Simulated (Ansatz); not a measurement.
# Fe (Im-3m): couplings from the magnetic force theorem

The source of the geometry is a structure as deposited in COD (the entry's cell lengths or inner coordinates differ somewhat from later room-temperature determinations), repeated to hold the magnetic orders; atoms and cell stay fixed.

Settings: PBE, 13×13×7 k mesh, Fermi–Dirac smearing of 0.05 eV. PAW means Ansatz 0.2.0 on its default frozen-core files. Site moments are integrated in spheres about the atoms.

The run was typed so:

```yaml
crystal:
  lattice:
    - [-1.443, 1.443, 1.443]
    - [1.443, -1.443, 1.443]
    - [2.886, 2.886, 0.0]
  atoms:
    - { symbol: Fe, position: [0.0, 0.0, 0.0], spin: 2.1 }
    - { symbol: Fe, position: [0.5, 0.5, 0.5], spin: -2.1 }
magnetization:
  spin_polarized: true
kpoints:
  mp_grid: { grid: [13, 13, 7] }
scf:
  occupations: { method: fermi_dirac, width: 0.05 }
  lower_state_search: "off"
hamiltonian:
  xc: pbe
  pseudopotentials: { kind: paw }
output:
  eigenvalues: false
  eigenstates:
    nscf_kmesh: { grid: [13, 13, 7] }
    top_band: c21
    exchange_couplings: { magnetic: [{ species: Fe }] }
  write_density: true
  write_potential: true
  elf: true
  volumetric_format: npy
```

Command: `ansatz run input.yaml --threads 2 --pin off --max-ram 6144MiB --backend cpu --events-out ev --progress --plain --runs-dir out`

Site moments (μB): Fe1 2.11, Fe2 -2.11. Cell moment 0.00 μB.

Couplings come from the force theorem (directions of the magnetic atoms constrained, all else relaxed) on a 13×13×7 mesh, with E = −Σ J e_i·e_j over ordered pairs of unit vectors, so positive J favours parallel moments.

```csv
pair,count,J PAW (meV)
"Fe1–Fe at 2.50 Å, set 1",4,+23.20
"Fe1–Fe at 2.50 Å, set 2",4,+33.06
"Fe1–Fe at 2.89 Å, set 1",2,+3.59
"Fe1–Fe at 2.89 Å, set 2",4,-1.35
"Fe1–Fe at 4.08 Å, set 1",2,+1.24
"Fe1–Fe at 4.08 Å, set 2",2,+1.50
"Fe1–Fe at 4.08 Å, set 3",8,+0.83
"Fe1–Fe at 4.79 Å, set 1",4,+2.15
"Fe1–Fe at 4.79 Å, set 2",8,-1.45
"Fe1–Fe at 4.79 Å, set 3",4,+2.69
"Fe1–Fe at 4.79 Å, set 4",8,+1.57
```

Pairs at one distance with different couplings are listed as sets.

The program reports that this state isn't the lowest of its own couplings.

The couplings come from one mesh, and their convergence in k wasn't tested.

They shouldn't be read as transferable Heisenberg parameters: they are taken about a state that they themselves reject, with itinerant moments.

This cell lies far from its zero-pressure volume, so the numbers describe the cell as given rather than the relaxed compound. The Ansatz runs typed with the search for lower states off end where their start leads. These are results for the start and cell typed. The real compound can order otherwise, in a larger cell, or not at all, since semilocal functionals at zero temperature often overstate magnetism.
